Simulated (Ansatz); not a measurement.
## Cu: zone-centre modes under pressure

Cu, P6_3/mmc, a = 2.485 Å, c = 4.077 Å. This isn't the element's structure at ambient conditions. Ansatz: LDA, PAW, 420 eV, Γ-centred 18×18×10 mesh on 2 atoms, Fermi-Dirac smearing 0.15 eV; no spin polarisation. Cell and atoms are relaxed at each pressure with the symmetry kept; optical modes at Γ by linear response, in cm⁻¹, matched by rank (the highest 2 distinct ones).

| P (GPa) | V (Å³/atom) | ω1 | ω2 |
| --- | --- | --- | --- |
| 0 | 10.902 | 114.3 | 271.0 |
| 5 | 10.632 | 119.6 | 287.4 |
| 11 | 10.353 | 125.4 | 305.1 |
| 22 | 9.932 | ? | ? |

Q: Get each mode's Grüneisen parameter γ = −d ln ω/d ln V from the other rows and predict the missing frequencies.

A: ln(V/V0) = 0.0000, -0.0251, -0.0517, -0.0932; a line through ln(ω/ω0) of the 3 known rows gives ω1: γ = 1.793 (intercept 0.0001), predicted 135.1, computed 134.7; ω2: γ = 2.292 (intercept 0.0004), predicted 335.7, computed 333.6. The worst miss is 0.6 %, or 3 % of the shift under pressure, so a constant γ serves at that level. In a metal these frequencies hang on the mesh and smearing.

Cost: 4 runs of about 1.9 core-minutes in all, on AMD EPYC 9R45 (Zen 5) (shared hosts).